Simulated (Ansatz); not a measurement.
ZnO in space group P4_2/mmc (No. 131; Zn on 2c, O on 2e) under volume change, plane-wave PAW PBE (Ansatz code), shape and atoms relaxed at each volume.

```
V (Å³/atom)  E − E(relaxed) (meV/atom)  P (GPa)
-----------  -------------------------  -------
11.276                            42.0    13.07
11.648                            17.7     8.04
12.020                             4.2     3.72
12.391                             0.0     0.01
12.763                             3.8    -3.18
13.135                            14.3    -5.89
13.507                            30.8    -8.20
```

What does a third-order Birch–Murnaghan fit give for V₀, B₀ and B′?

V₀ = 12.39 Å³/atom, B₀ = 114 GPa, B′ = 4.1.

A made-up cell: these elements were put on the sites of a structure type; neither database checked (COD, Materials Project) lists it. It is not the phase usual at ambient conditions (space group No. 186). The cell was relaxed with PBE under the symmetry of its start; its stability against distortions is not shown here.

Potentials: the later of the program's two PAW sets.
